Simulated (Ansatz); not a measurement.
# Two states of CrFeAs

```yaml
crystal:
  lattice:
    - [0.00000, 3.58800, 0.00000]
    - [3.58800, 0.00000, 0.00000]
    - [1.79400, 1.79400, -7.00137]
  atoms:
    - { symbol: Cr, position: [0.32097, 0.32097, 0.35806] }
    - { symbol: Cr, position: [0.67903, 0.67903, 0.64194] }
    - { symbol: Fe, position: [0.50000, 0.00000, 0.00000] }
    - { symbol: Fe, position: [0.00000, 0.50000, 0.00000] }
    - { symbol: As, position: [0.13029, 0.13029, 0.73942] }
    - { symbol: As, position: [0.86971, 0.86971, 0.26058] }
```

The numbers come from plane-wave PAW DFT (Ansatz): r2SCAN, with U_eff = 6.33 eV on Fe d (all-electron-ortho-atomic projectors), 500 eV, 5×5×5 Γ-centred k points, fermi-dirac occupations (width 0.1 eV). Nothing was relaxed.

State A: Cr1 along (0.24, 0.24, -0.94), Cr2 along (-0.24, -0.24, 0.94), Fe3 along (0.24, 0.24, -0.94), Fe4 along (-0.24, -0.24, 0.94) (spinors with spin-orbit coupling). State B: Cr1 along (-0.02, -0.03, 1.00), Cr2 along (-0.02, -0.03, 1.00), Fe3 along (-0.02, -0.03, 1.00), Fe4 along (-0.02, -0.03, 1.00) (spinors with spin-orbit coupling).

**Question.** Compare the two self-consistent states.

**Answer.** State A is lower by 4.4 meV an atom at zero smearing; in free energy at this smearing B lies +5.4 meV an atom from A. So small a gap isn't resolved on this mesh where a state is a metal.

| state | free energy (meV/atom) | largest moment in a small sphere (μB) | net moment (μB/cell) | gap on mesh (eV) | pressure (GPa) | largest force (eV/Å) |
| --- | --- | --- | --- | --- | --- | --- |
| A | 0.0 | 3.13 | 0.00 | metal | 9.4 | 1.99 |
| B | 5.4 | 3.15 | 12.66 | metal | 8.2 | 2.09 |

Origin: a known structure type with other elements, at an estimated volume, so it need not be a known compound. Caveats: the k mesh is coarse if the cell is a metal; atoms or cell far from equilibrium.
